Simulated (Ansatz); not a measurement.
FePt (L1₀ or tetragonal B2) was relaxed and computed twice in Ansatz (plane waves, PAW), once with PBEsol and once with r²SCAN.

```
                                                                                run 1                                                                         run 2
---------------------------  --------------------------------------------------------  ----------------------------------------------------------------------------
cell                                 a = b = 2.730 Å, c = 3.730 Å, α = β = γ = 90.00°  a = 2.6884 Å, b = 2.6884 Å, c = 3.7130 Å, α = 90.00°, β = 90.00°, γ = 90.00°
ΔH_f (eV/atom)                                                                  -0.34                                                                         -0.20
B₀ by P(V) fit (GPa)                                                              217                                                                           232
spin order and moments (μB)  ferromagnetic; net 1.77 per atom; largest site about 3.3                      ferromagnetic; net 1.61 per atom; largest site about 2.9
```

Q: Which run used which functional?

A: Run 1 is r²SCAN, run 2 is PBEsol.

Spin orders computed, not proven ground states: FePt, L1₀ or tetragonal B2 with r²SCAN ferromagnetic; FePt, L1₀ or tetragonal B2 with PBEsol ferromagnetic. All cells were relaxed under the symmetry of their starts (and spin orders); stability against distortions was not tested throughout. Spin–orbit coupling is left out wherever it is not named.

Potentials: the later of the program's two PAW sets.

Ansatz (a quantum-chemistry and plane-wave program) is a plane-wave DFT program.

Formation energies count from the lowest solids of the elements computed at the same level, not from gases.
